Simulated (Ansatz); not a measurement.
TaGe2:
```xyz
9
Lattice="4.9745 0.0000 0.0000 -2.4873 4.3081 0.0000 0.0000 0.0000 6.7359" Properties=species:S:1:pos:R:3 pbc="T T T"
Ta     2.4873     0.0000     3.3680
Ta     1.2436     2.1540     5.6133
Ta    -1.2436     2.1540     1.1227
Ge     0.0000     1.4095     3.3680
Ge     3.7538     0.7048     5.6133
Ge     1.2666     3.6033     1.1227
Ge     2.4873     2.8985     3.3680
Ge    -1.2666     3.6033     5.6133
Ge     1.2207     0.7048     1.1227
```

Relaxed with r²SCAN. Special points in fractions of this cell's reciprocal vectors: Γ (0.000, 0.000, 0.000); M (0.500, 0.000, 0.000); K (0.333, 0.333, 0.000); A (0.000, 0.000, 0.500); L (0.500, 0.000, 0.500); H (0.333, 0.333, 0.500).

List the band energies nearest the Fermi level at these points for the program Ansatz at the r²SCAN level (PAW).

In eV from the Fermi level; about four levels below and three above (degenerate sets whole), none deeper than 8.9 eV; points with the same levels are listed once.

```csv
k,below,above
Γ,-2.41 -2.41 -2.33 -2.33 -1.77,1.09 2.65 2.91 2.91
M,-2.05 -2.00 -1.11 -0.47,0.03 0.18 0.86
K,-2.07 -2.07 -1.86 -1.54 -1.54,0.57 0.71 0.71
A,-2.36 -2.13 -2.13 -2.01,1.20 1.20 2.25 2.25
L,-2.03 -1.98 -0.71 -0.40,1.38 1.73 2.16 2.16
H,-0.81 -0.81 -0.05 -0.05,1.00 2.08 2.13 2.13
```

Space group P6_222. The first step of the workflow began from a Materials Project structure, measured or hypothetical; the Crystallography Open Database files this formula in space group No. 180, but the cells were not matched. Whether it is the stable phase at ambient conditions was not checked. Symmetry was held in the r²SCAN relaxation; whether a distortion lowers the energy is not shown. The run is not spin-polarised. Scalar-relativistic: spin–orbit coupling is off unless named, which matters more the heavier the elements.

Potentials: the later of the program's two PAW sets.
